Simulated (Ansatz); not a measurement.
Theory: DFT PBE, scalar-relativistic, plane waves, PAW (Ansatz). All cells share a 420 eV cutoff and Γ-centred k meshes spaced at most about 0.3 Å⁻¹ (about 0.25 or finer for metals, 2π included). No spin polarisation in the final relaxations.

Temperature and zero-point effects are left out. All come from trial cells, and lower structures may exist.

Question: These unrelaxed guesses for LaTaTl3 are each relaxed within their symmetry. Order them by the energy at which they end, lowest first.
A.

```xyz
5
Lattice="3.4722 2.0047 3.8587 -3.4722 2.0047 3.8587 0.0000 -4.0093 3.8587" Properties=species:S:1:pos:R:3 pbc="T T T"
La    0.0000    0.0000    0.0000
Ta    0.0000    0.0000    5.7880
Tl    0.0000   -2.0047    1.9293
Tl    1.7361    1.0023    1.9293
Tl   -1.7361    1.0023    1.9293
```

B.

```xyz
5
Lattice="5.4380 0.0000 0.0000 0.0000 5.4380 0.0000 0.0000 0.0000 5.4380" Properties=species:S:1:pos:R:3 pbc="T T T"
La    2.7190    2.7190    2.7190
Ta    0.0000    0.0000    0.0000
Tl    2.7190    0.0000    0.0000
Tl    0.0000    2.7190    0.0000
Tl    0.0000    0.0000    2.7190
```

C.

```xyz
5
Lattice="4.7413 0.0000 0.0000 0.0000 4.7413 0.0000 0.0000 0.0000 7.5103" Properties=species:S:1:pos:R:3 pbc="T T T"
La    0.0000    0.0000    0.0000
Ta    2.3706    2.3706    0.0000
Tl    0.0000    0.0000    3.7552
Tl    2.3706    2.3706    2.1900
Tl    2.3706    2.3706    5.3203
```

Answer: B (ends in Pm-3m, antiperovskite type, 0 meV/atom), C (ends in P4/mmm, 255 meV/atom), A (ends in R-3m, 0.55 eV/atom). Even the lowest end lies +0.32 eV/atom against the elements.

These runs have no spin–orbit coupling, which can matter for Ta and Tl. A magnetic state wasn't ruled out in cells without spin, among them P4/mmm, R-3m. Cells relaxed within their symmetry can be saddle points. Some candidate types were left out of the draw beforehand, so a known form may be missing.
